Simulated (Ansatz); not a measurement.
KLuS₂ (R-3m): PBEsol against LDA

```
K Lu S
1.0
     1.95503    1.12874    7.23244
    -1.95503    1.12874    7.23244
     0.00000   -2.25748    7.23244
K Lu S
1 1 2
Cartesian
  0.0000 0.0000 0.0000
  0.0000 0.0000 10.8487
  0.0000 0.0000 5.0645
  0.0000 0.0000 16.6328
```

This cell (23.94 Å³ an atom) was relaxed by PAW under PBEsol, and each functional gets its own cell relaxed so. Quantity: harmonic phonons by finite displacements (no LO-TO term; negative means unstable), on a 1×1×1 q mesh.

Runs: (1) PBEsol, all-electron LAPW in Ansatz 0.2.0, scalar-relativistic; k mesh 6×6×6, fixed occupations, basis error target 1 meV/atom. (2) LDA, all-electron LAPW in Ansatz 0.2.0, scalar-relativistic; k mesh 6×6×6, fixed occupations, basis error target 1 meV/atom.

Under PBEsol: highest mode = 281 cm⁻¹, lowest optical at Γ = 99.7 cm⁻¹.

Q: Which way does LDA move the volume, and by how much?

A: a = 3.861, c = 21.343 Å, 22.96 Å³ an atom: 4.1 % smaller.

Q: What does LDA give for these quantities?

A: 

```
           quantity     PBEsol       LDA  change
       highest mode   281 cm⁻¹  289 cm⁻¹    +3 %
lowest optical at Γ  99.7 cm⁻¹  107 cm⁻¹    +7 %
```

Caveats: zone-boundary modes aren't tested.
